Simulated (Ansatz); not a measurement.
IrW in space group Pmma (No. 51; Ir on 2f, W on 2e) at seven volumes, the program Ansatz at the PBEsol level (PAW), shape and atoms relaxed at each. One row is withheld.

| V (Å³/atom) | P (GPa) |
|---|---|
| 13.389 | 42.31 |
| 13.830 | 25.80 |
| 14.271 | 11.82 |
| 14.713 | 0.00 |
| 15.154 | ? |
| 15.595 | -18.40 |
| 16.037 | -25.45 |

### Question
Fit the shown pressures and predict the withheld one.

### Answer
P = (3/2)B₀(x^(7/2) − x^(5/2))[1 + (3/4)(B′ − 4)(x − 1)] with x = (V₀/V)^(2/3). Least squares on the six rows gives V₀ = 14.713 Å³/atom, B₀ = 361 GPa, B′ = 4.62. At V = 15.154, x = 0.9805 and P = -9.96 GPa. The run itself gave -9.98 GPa.

The workflow started from an entry of the Crystallography Open Database (COD). Whether it is the stable phase at ambient conditions was not checked. Symmetry was held in the PBEsol relaxation; whether a distortion lowers the energy is not shown. The run is not spin-polarised. Spin–orbit coupling is left out wherever it is not named.

Potentials: the later of the program's two PAW sets.
